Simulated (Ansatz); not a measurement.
Li6MgBr8: checking a database structure before trusting its electric field gradients

The cell is a Materials Project structure (computed, not necessarily an observed phase), taken as it stands.

```cif
data_Li6MgBr8
_symmetry_space_group_name_H-M 'Fm-3m'
_symmetry_Int_Tables_number 225
_cell_length_a 10.9184
_cell_length_b 10.9184
_cell_length_c 10.9184
_cell_angle_alpha 90.000
_cell_angle_beta 90.000
_cell_angle_gamma 90.000
loop_
_atom_site_label
_atom_site_type_symbol
_atom_site_symmetry_multiplicity
_atom_site_Wyckoff_symbol
_atom_site_fract_x
_atom_site_fract_y
_atom_site_fract_z
Li Li 24 d 0.2500 0.0000 0.2500
Mg Mg 4 a 0.0000 0.0000 0.0000
Br8 Br 8 c 0.2500 0.2500 0.2500
Br10 Br 24 e 0.5000 0.2445 0.5000
```

One atom of each set is listed; the run and its k-mesh use a cell of 15 atoms with edges of 7.72, 7.72, 7.72 Å.

The numbers come from a DFT calculation in Ansatz (PBE, plane waves and PAW (field gradients read without the response of the frozen cores, which leaves them typically 4 to 6 % off), scalar-relativistic, 420 eV cutoff, Γ-centred 5×5×5 k-points, Fermi–Dirac smearing 0.02 eV).

Problem. Do the atoms and the cell lie near the calculated equilibrium?

Solution. Yes. The largest force is 0.025 eV/Å, on atom 10 (Br: 1 Mg at 2.67 Å, 4 Li at 2.73 Å), and the pressure is 1.0 GPa.
